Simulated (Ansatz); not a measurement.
HfO2:
```xyz
12
Lattice="5.0474 0.0000 0.0000 0.0000 5.1399 0.0000 -0.8683 0.0000 5.1432" Properties=species:S:1:pos:R:3 pbc="T T T"
Hf     1.2212     0.2198     1.0715
Hf     3.3920     2.7897     1.5001
Hf     2.9579     4.9201     4.0717
Hf     0.7871     2.3502     3.6431
O      0.0745     1.7516     1.7374
O      4.5387     4.3216     0.8342
O      4.1046     3.3883     3.4058
O     -0.3596     0.8183     4.3090
O      1.8346     3.8986     2.4753
O      2.7786     1.3286     0.0963
O      2.3445     1.2413     2.6679
O      1.4005     3.8112     5.0469
```

x, y and z are the axes in which the lattice vectors are written.

### Question
Give the high-frequency dielectric tensor and the Born effective charge tensors of the independent atoms from DFPT, DFT-LDA in the program Ansatz with PAW potentials.

### Answer

ε∞:
```
5.07  0.00  0.15
0.00  5.10  0.00
0.15  0.00  4.76
```
Z* of atom 1 (Hf), rows: field, columns: displacement, in e:
```
 5.35  -0.40   0.23
-0.13   5.36   0.16
 0.25   0.36   4.77
```
Z* of atom 5 (O), rows: field, columns: displacement, in e:
```
-2.97   1.06  -0.23
 1.31  -2.60  -0.66
-0.19  -0.65  -2.23
```
Z* of atom 9 (O), rows: field, columns: displacement, in e:
```
-2.38   0.10   0.00
 0.17  -2.75   0.36
-0.05   0.43  -2.54
```

Space group P2_1/c. The cell was relaxed with LDA under the symmetry of its start. The run is not spin-polarised. Spin–orbit coupling is left out wherever it is not named.

Potentials: the later of the program's two PAW sets.
